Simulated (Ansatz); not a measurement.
WSi2 (MoSi2 type, space group I4/mmm)

```
CELL_PARAMETERS angstrom
     -1.61472     1.61472     3.93387
      1.61472    -1.61472     3.93387
      1.61472     1.61472    -3.93387
ATOMIC_POSITIONS crystal
  W  0.00000 0.00000 0.00000
  Si 0.33458 0.33458 0.00000
  Si 0.66542 0.66542 0.00000
```

The slice is a (001) plane (indices of the conventional cell) through the point (0.665, 0.665, 0.000) (fractional), spanned by u = [101] and v = [011] in vectors of this cell: u (3.23 Å) and v (3.23 Å, at 90° to u). It covers one period; positions are fractions (u, v).

All values below come from PBE (plane waves to 420 eV, PAW, scalar-relativistic; Ansatz, a first-principles code). k mesh 20×20×20. Inside the PAW spheres the values are not all-electron values, and peaks at nuclei hang on which shells count as valence. Spin-orbit coupling is left out, though W is heavy. The PAW data are Ansatz's earlier set. WSi2 is run without spin polarisation. WSi2 was relaxed with its symmetry unable to fall.

### Question
Predict the map of the valence electron density on the slice.

### Answer
```tsv
v \ u	0.00	0.12	0.25	0.38	0.50	0.62	0.75	0.88
0.92	-0.8	-0.6	-0.4	-0.6	-0.7	-0.6	-0.4	-0.6
0.83	-0.5	-0.4	-0.4	-0.6	-0.6	-0.6	-0.4	-0.4
0.75	-0.4	-0.4	-0.4	-0.5	-0.6	-0.5	-0.4	-0.4
0.67	-0.5	-0.5	-0.5	-0.5	-0.5	-0.5	-0.5	-0.5
0.58	-0.7	-0.6	-0.5	-0.4	-0.4	-0.4	-0.5	-0.6
0.50	-0.7	-0.7	-0.6	-0.4	-0.4	-0.4	-0.6	-0.7
0.42	-0.7	-0.6	-0.5	-0.4	-0.4	-0.4	-0.5	-0.6
0.33	-0.5	-0.5	-0.5	-0.5	-0.5	-0.5	-0.5	-0.5
0.25	-0.4	-0.4	-0.4	-0.5	-0.6	-0.5	-0.4	-0.4
0.17	-0.5	-0.4	-0.4	-0.6	-0.6	-0.6	-0.4	-0.4
0.08	-0.8	-0.6	-0.4	-0.6	-0.7	-0.6	-0.4	-0.6
0.00	-0.9	-0.7	-0.4	-0.6	-0.7	-0.6	-0.4	-0.7
```

Values: log₁₀ of the valence density in e/Å³. The scale is logarithmic, as a density can span decades between atoms and voids.
